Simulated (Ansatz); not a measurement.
CaO:
```yaml
crystal:
  lattice:
    - [2.90317, 0.00000, 0.00000]
    - [0.00000, 2.90317, 0.00000]
    - [0.00000, 0.00000, 2.90317]
  atoms:
    - { symbol: Ca, position: [0.00000, 0.00000, 0.00000] }
    - { symbol: O, position: [0.50000, 0.50000, 0.50000] }
```

Relaxed with r²SCAN.

### Question
Give the Bader charges and basin volumes of the independent atoms, plane-wave PAW r²SCAN (Ansatz code).

### Answer


| atom | Bader charge (e) | Bader volume (Å³) |
|---|---|---|
| Ca1 | +1.51 | 10.9 |
| O2 | -1.51 | 13.5 |

Space group Pm-3m (CsCl type). This is a known high-pressure phase of the composition, computed here at zero pressure and temperature. The cell was relaxed with r²SCAN under the symmetry of its start. At this level the phase is mechanically unstable.

Potentials: the earlier of the program's two PAW sets. The files were generated under PBE; for other functionals the program regenerates the frozen cores, and for LDA and PBEsol the local potential too.
